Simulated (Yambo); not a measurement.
BSE-type run in Yambo on MgS (rock salt, space group Fm-3m, No. 225), at zero momentum.

Quantum ESPRESSO step (LDA, PseudoDojo standard norm-conserving files, scalar-relativistic):
```
&CONTROL
  calculation = 'nscf'
  pseudo_dir = './pseudo'
  outdir = './out'
/
&SYSTEM
  ibrav = 0
  nat = 2
  ntyp = 2
  ecutwfc = 84.0
  ecutrho = 336.0
  occupations = 'fixed'
  force_symmorphic = .true.
  nbnd = 25
/
&ELECTRONS
  conv_thr = 2e-09
  diago_full_acc = .true.
  diago_thr_init = 1e-08
/
ATOMIC_SPECIES
Mg 24.3050 Mg.upf
S 32.0600 S.upf
CELL_PARAMETERS angstrom
  0.000000000000   2.565688111000   2.565688111000
  2.565688111000   0.000000000000   2.565688111000
  2.565688111000   2.565688111000   0.000000000000
ATOMIC_POSITIONS crystal
Mg   0.000000000000   0.000000000000   0.000000000000
S   0.500000000000   0.500000000000   0.500000000000
K_POINTS automatic
10 10 10 0 0 0
```

Yambo input:
```
rim_cut
optics
bse
bss
dipoles
em1s
RandQpts= 1000000
RandGvec= 1 Ry
FFTGvecs= 40 Ry
Chimod= "HARTREE"
BSKmod= "SEX"
BSEmod= "resonant"
BSSmod= "hs"
BSENGexx= 15 Ry
BSENGBlk= 6 Ry
% KfnQP_E
 1.825 | 1.0 | 1.0 |
%
% BSEQptR
 1 | 1 |
%
% BSEBands
 6 | 12 |
%
% BEnRange
 0.0 | 11.7 | eV
%
% BDmRange
 0.15 | 0.15 | eV
%
BEnSteps= 234
% BLongDir
 1.0 | 0.0 | 0.0 |
%
BSHayTrs= -0.02
BSSNEig= 24
WRbsWF
% BndsRnXs
 5 | 19 |
%
NGsBlkXs= 6 Ry
% LongDrXs
 1.0 | 1.0 | 1.0 |
%
```

From the report:

The dimension is k points × valence × conduction bands = 1000 × 3 × 4 = 12000.
```
   [SLEPC] Approach                          : Krylov-Schur
   [SLEPC] Number of requested eigenvalues   :  24
   [SLEPC] Number of eigenvalues        [NEV]:  24
    [K] Dimension                                    :  12000
    [K] Bands                                        :   6  12
    [K] Exchange res                                 : yes
    [K] Correlation res                              : yes
    [K] W interaction is bare                        : no
    [K] RL vectors exchange                          :  259
    [K] RL vectors correlation                       :   65
    [W] Matrix size                                  :   65
    [W] Bands                                        :   5  19
    [W] Coulomb Cutoff                               : none
    [W] Hxc Kernel                                   : HARTREE
```

Geometry relaxed with LDA.
